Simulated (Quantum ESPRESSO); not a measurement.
## ZnMg2CaO4 (finding a planted mistake in a log)

Simulated, not a measurement. The program is pw.x of Quantum ESPRESSO 7.5 (plane-wave density functional theory). The cell is made up: 8 atoms on a rocksalt lattice, with randomly drawn elements, strain and displacements, not relaxed. PseudoDojo standard norm-conserving files (v0.5 for PBE, v0.4.1 for LDA and PBEsol) set the functional; there is no spin polarisation, spin-orbit coupling or dispersion term, and the masses in the input are unused placeholders.

Intended input:

```
&control calculation='scf', pseudo_dir='./dojo.nc.sr.pbe.v0_5.standard.upf', outdir='./o', disk_io='low', tprnfor=.true., tstress=.true. /
&system ibrav=0, nat=8, ntyp=4, nbnd=43, ecutwfc=84.00895049, nosym=.true., tot_charge=0,
 occupations='smearing', smearing='fd', degauss=0.0018374661
/
&electrons conv_thr=7.350e-09, electron_maxstep=60, /
ATOMIC_SPECIES
Ca 1.0 Ca.upf
Mg 1.0 Mg.upf
O 1.0 O.upf
Zn 1.0 Zn.upf
CELL_PARAMETERS angstrom
4.4655 -0.0202 -0.0289
-0.0202 4.5783 0.0446
-0.0289 0.0446 4.5702
ATOMIC_POSITIONS angstrom
Zn -0.0694 -0.0147 0.0725
Mg 0.0081 2.2898 2.3623
Ca 2.1716 0.0517 2.1703
Mg 2.1628 2.2885 0.0435
O 2.2433 0.0621 -0.0743
O 2.2426 2.4708 2.3086
O 4.3751 -0.0768 2.2877
O 4.3511 2.2014 0.0898
K_POINTS automatic
4 4 4 1 1 1
```

The log is shortened where brackets say so; the opening notice, blank lines, dates and the lines on written files are dropped, and the path of the files is cut. It prints rydbergs, bohrs and kilobars, and counts compression as positive stress.

Log of the intended run:

```
     Program PWSCF v.7.5
     Parallel version (MPI & OpenMP), running on       4 processor cores
     Number of MPI processes:                 4
     Threads/MPI process:                     1
     [start-up lines left out]
     bravais-lattice index     =            0
     lattice parameter (alat)  =       8.4388  a.u.
     unit-cell volume          =     630.4326 (a.u.)^3
     number of atoms/cell      =            8
     number of atomic types    =            4
     number of electrons       =        74.00
     number of Kohn-Sham states=           43
     kinetic-energy cutoff     =      84.0090  Ry
     charge density cutoff     =     336.0358  Ry
     scf convergence threshold =      7.3E-09
     mixing beta               =       0.7000
     number of iterations used =            8  plain     mixing
     Exchange-correlation= PBE
                           (   1   4   3   4   0   0   0)
     [axes and pseudopotential details left out]
   Cartesian axes
     site n.     atom                  positions (alat units)
         1        Zn     tau(   1) = (  -0.0155409  -0.0032918   0.0162351  )
         2        Mg     tau(   2) = (   0.0018139   0.5127597   0.5289948  )
         3        Ca     tau(   3) = (   0.4862910   0.0115773   0.4859999  )
         4        Mg     tau(   4) = (   0.4843204   0.5124686   0.0097410  )
         5        O      tau(   5) = (   0.5023469   0.0139062  -0.0166382  )
         6        O      tau(   6) = (   0.5021901   0.5532915   0.5169697  )
         7        O      tau(   7) = (   0.9797254  -0.0171980   0.5122895  )
         8        O      tau(   8) = (   0.9743510   0.4929641   0.0201091  )
     number of k points=    32  Fermi-Dirac smearing, width (Ry)=  0.0018
                       cart. coord. in units 2pi/alat
        k(    1) = (   0.1263406   0.1212954   0.1217554), wk =   0.0625000
        k(    2) = (   0.1279110   0.1189223   0.3660687), wk =   0.0625000
     [further k points left out]
     Dense  grid:    65577 G-vectors     FFT dimensions: (  50,  54,  54)
     Estimated max dynamical RAM per process >     132.50 MB
     Estimated total dynamical RAM >     481.97 MB
     Initial potential from superposition of free atoms
     starting charge      73.9933, renormalised to      74.0000
     Starting wfcs are   41 randomized atomic wfcs +    2 random wfcs
     total cpu time spent up to now is        1.2 secs
     per-process dynamical memory:    99.8 Mb
     Self-consistent Calculation
     iteration #  1     ecut=    84.01 Ry     beta= 0.70
     Davidson diagonalization with overlap
     ethr =  1.00E-02,  avg # of iterations =  6.3
     total cpu time spent up to now is        3.3 secs
     total energy              =    -865.10350889 Ry
     estimated scf accuracy    <       1.98853865 Ry
     iteration #  2     ecut=    84.01 Ry     beta= 0.70
     Davidson diagonalization with overlap
     ethr =  2.69E-03,  avg # of iterations =  3.9
     total cpu time spent up to now is        5.4 secs
     total energy              =    -865.44767973 Ry
     estimated scf accuracy    <       3.21420095 Ry
     [iterations 3 to 10 left out]
     iteration # 11     ecut=    84.01 Ry     beta= 0.70
     Davidson diagonalization with overlap
     ethr =  2.56E-10,  avg # of iterations =  2.0
     total cpu time spent up to now is       21.9 secs
     total energy              =    -866.06800163 Ry
     estimated scf accuracy    <       0.00000004 Ry
     iteration # 12     ecut=    84.01 Ry     beta= 0.70
     Davidson diagonalization with overlap
     ethr =  5.32E-11,  avg # of iterations =  3.0
     total cpu time spent up to now is       23.6 secs
     End of self-consistent calculation
     [lines on levels left out]
!    total energy              =    -866.06800163 Ry
     estimated scf accuracy    <          3.9E-09 Ry
     smearing contrib. (-TS)   =      -0.00000000 Ry
     internal energy E=F+TS    =    -866.06800163 Ry
     The total energy is F=E-TS. E is the sum of the following terms:
     one-electron contribution =    -516.04747640 Ry
     hartree contribution      =     281.82573410 Ry
     xc contribution           =    -125.25690153 Ry
     ewald contribution        =    -506.58935780 Ry
     convergence has been achieved in  12 iterations
     Forces acting on atoms (cartesian axes, Ry/au):
     atom    1 type  4   force =    -0.00566636    0.00251715   -0.01168431
     atom    2 type  2   force =    -0.02384266    0.01726617   -0.00127599
     atom    3 type  1   force =     0.00054978    0.02127369    0.03278127
     atom    4 type  2   force =     0.01408560    0.00556509   -0.01136367
     atom    5 type  3   force =    -0.01520537   -0.00217728    0.00579106
     atom    6 type  3   force =    -0.02629710   -0.06869144   -0.00109484
     atom    7 type  3   force =     0.02892685    0.01638267   -0.00441911
     atom    8 type  3   force =     0.02744925    0.00786395   -0.00873440
     Total force =     0.103083     Total SCF correction =     0.000050
     Computing stress (Cartesian axis) and pressure
          total   stress  (Ry/bohr**3)                   (kbar)     P=      -60.76
  -0.00032249   0.00005666   0.00007861          -47.44        8.33       11.56
   0.00005666  -0.00041385  -0.00010245            8.33      -60.88      -15.07
   0.00007861  -0.00010245  -0.00050269           11.56      -15.07      -73.95
     init_run     :      1.13s CPU      1.17s WALL (       1 calls)
     electrons    :     22.29s CPU     22.38s WALL (       1 calls)
     forces       :      0.29s CPU      0.30s WALL (       1 calls)
     stress       :      0.93s CPU      0.93s WALL (       1 calls)
     [timing details left out]
     PWSCF        :     24.70s CPU     24.87s WALL
     JOB DONE.
```

A second run was made from an input with one planted mistake. Its log:

```
     Program PWSCF v.7.5
     Parallel version (MPI & OpenMP), running on       4 processor cores
     Number of MPI processes:                 4
     Threads/MPI process:                     1
     [start-up lines left out]
     bravais-lattice index     =            0
     lattice parameter (alat)  =       8.4388  a.u.
     unit-cell volume          =     630.4326 (a.u.)^3
     number of atoms/cell      =            8
     number of atomic types    =            4
     number of electrons       =        74.00
     number of Kohn-Sham states=           43
     kinetic-energy cutoff     =      84.0090  Ry
     charge density cutoff     =     336.0358  Ry
     scf convergence threshold =      3.7E-02
     mixing beta               =       0.7000
     number of iterations used =            8  plain     mixing
     Exchange-correlation= PBE
                           (   1   4   3   4   0   0   0)
     [axes and pseudopotential details left out]
   Cartesian axes
     site n.     atom                  positions (alat units)
         1        Zn     tau(   1) = (  -0.0155409  -0.0032918   0.0162351  )
         2        Mg     tau(   2) = (   0.0018139   0.5127597   0.5289948  )
         3        Ca     tau(   3) = (   0.4862910   0.0115773   0.4859999  )
         4        Mg     tau(   4) = (   0.4843204   0.5124686   0.0097410  )
         5        O      tau(   5) = (   0.5023469   0.0139062  -0.0166382  )
         6        O      tau(   6) = (   0.5021901   0.5532915   0.5169697  )
         7        O      tau(   7) = (   0.9797254  -0.0171980   0.5122895  )
         8        O      tau(   8) = (   0.9743510   0.4929641   0.0201091  )
     number of k points=    32  Fermi-Dirac smearing, width (Ry)=  0.0018
                       cart. coord. in units 2pi/alat
        k(    1) = (   0.1263406   0.1212954   0.1217554), wk =   0.0625000
        k(    2) = (   0.1279110   0.1189223   0.3660687), wk =   0.0625000
     [further k points left out]
     Dense  grid:    65577 G-vectors     FFT dimensions: (  50,  54,  54)
     Estimated max dynamical RAM per process >     132.50 MB
     Estimated total dynamical RAM >     481.97 MB
     Initial potential from superposition of free atoms
     starting charge      73.9933, renormalised to      74.0000
     Starting wfcs are   41 randomized atomic wfcs +    2 random wfcs
     total cpu time spent up to now is        1.3 secs
     per-process dynamical memory:    99.8 Mb
     Self-consistent Calculation
     iteration #  1     ecut=    84.01 Ry     beta= 0.70
     Davidson diagonalization with overlap
     ethr =  1.00E-02,  avg # of iterations =  6.3
     total cpu time spent up to now is        3.2 secs
     total energy              =    -865.10350889 Ry
     estimated scf accuracy    <       1.98853865 Ry
     iteration #  2     ecut=    84.01 Ry     beta= 0.70
     Davidson diagonalization with overlap
     ethr =  2.69E-03,  avg # of iterations =  3.9
     total cpu time spent up to now is        5.1 secs
     total energy              =    -865.44767973 Ry
     estimated scf accuracy    <       3.21420095 Ry
     iteration #  3     ecut=    84.01 Ry     beta= 0.70
     Davidson diagonalization with overlap
     ethr =  2.69E-03,  avg # of iterations =  3.2
     total cpu time spent up to now is        6.9 secs
     End of self-consistent calculation
     [lines on levels left out]
!    total energy              =    -866.04414660 Ry
     estimated scf accuracy    <       0.03111450 Ry
     smearing contrib. (-TS)   =      -0.00000000 Ry
     internal energy E=F+TS    =    -866.04414660 Ry
     The total energy is F=E-TS. E is the sum of the following terms:
     one-electron contribution =    -516.12952825 Ry
     hartree contribution      =     281.85233993 Ry
     xc contribution           =    -125.17760049 Ry
     ewald contribution        =    -506.58935780 Ry
     convergence has been achieved in   3 iterations
     Forces acting on atoms (cartesian axes, Ry/au):
     atom    1 type  4   force =     0.01721813    0.00387504   -0.00787809
     atom    2 type  2   force =    -0.00518957   -0.00048653   -0.00121193
     atom    3 type  1   force =    -0.01136965    0.04134831    0.02824622
     atom    4 type  2   force =    -0.00869492   -0.00087835   -0.00702745
     atom    5 type  3   force =    -0.01321263   -0.00067346    0.00272868
     atom    6 type  3   force =    -0.02605408   -0.06449565   -0.00034700
     atom    7 type  3   force =     0.02200065    0.01222535   -0.00346766
     atom    8 type  3   force =     0.02530209    0.00908530   -0.01104277
     Total force =     0.098367     Total SCF correction =     0.333615
     SCF correction compared to forces is large: reduce conv_thr to get better values
     Computing stress (Cartesian axis) and pressure
          total   stress  (Ry/bohr**3)                   (kbar)     P=      -44.15
  -0.00025431   0.00005653   0.00007761          -37.41        8.32       11.42
   0.00005653  -0.00021073  -0.00009850            8.32      -31.00      -14.49
   0.00007761  -0.00009850  -0.00043541           11.42      -14.49      -64.05
     init_run     :      1.16s CPU      1.20s WALL (       1 calls)
     electrons    :      5.65s CPU      5.70s WALL (       1 calls)
     forces       :      0.32s CPU      0.33s WALL (       1 calls)
     stress       :      1.03s CPU      1.03s WALL (       1 calls)
     [timing details left out]
     PWSCF        :      8.23s CPU      8.34s WALL
     JOB DONE.
```

Question: what was wrong in the second input?

Answer: the self-consistency threshold is too loose. The input lines that differ, file-writing options aside:

```
- &electrons conv_thr=7.350e-09, electron_maxstep=60, /
+ &electrons conv_thr=3.675e-02, electron_maxstep=60, /
```

|  | intended run | run with the mistake |
| --- | --- | --- |
| free energy (eV) | -11783.455 | -11783.131 |
| smearing term -TS (eV) | 0.0000 | 0.0000 |
| pressure (GPa) | -6.08 | -4.42 |
| largest force component (eV/Å) | 1.766 | 1.658 |
| largest change of a force component (eV/Å) |  | 0.588 |
| iterations | 12 | 3 |

For scale, a rerun of the intended cell at 1437 eV and a 6 x 6 x 6 mesh moved values by no more than 0.002 eV in energy, 0.04 GPa in stress and 0.003 eV/Å in force.